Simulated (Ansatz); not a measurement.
## Mg2ZnS3 (I-4m2) at 3 levels of theory

One geometry, relaxed with PBE; plane waves with PAW potentials in Ansatz, scalar-relativistic. No spin polarisation. Gaps are the least over mesh and band path; pressure is positive in compression, and isn't given for hybrids.

```xyz
6
Lattice="-1.9819 1.9819 8.4381 1.9819 -1.9819 8.4381 1.9819 1.9819 -8.4381" Properties=species:S:1:pos:R:3 pbc="T T T"
Mg    0.0000    0.0000   14.1104
Mg    0.0000    0.0000    2.7658
Zn    0.0000    0.0000    8.4381
S     1.9819    0.0000    7.1207
S     1.9819    0.0000    1.3174
S     0.0000    1.9819    4.2190
```

| level | cutoff (eV) | k mesh | gap (eV) | pressure (GPa) |
| --- | --- | --- | --- | --- |
| PBE | 420 | 8×8×8 | 2.78 | 0.0 |

Task: What comes out on the same cell with HSE06, PBEsol?

Result:
```json
{"level": "HSE06", "cutoff (eV)": "420", "k mesh": "6×6×6", "gap (eV)": "3.91", "pressure (GPa)": "-"}
{"level": "PBEsol", "cutoff (eV)": "420", "k mesh": "8×8×8", "gap (eV)": "2.63", "pressure (GPa)": "-1.9"}
```

The structure comes from a generated guess; another structure or a mixture of phases may lie lower.
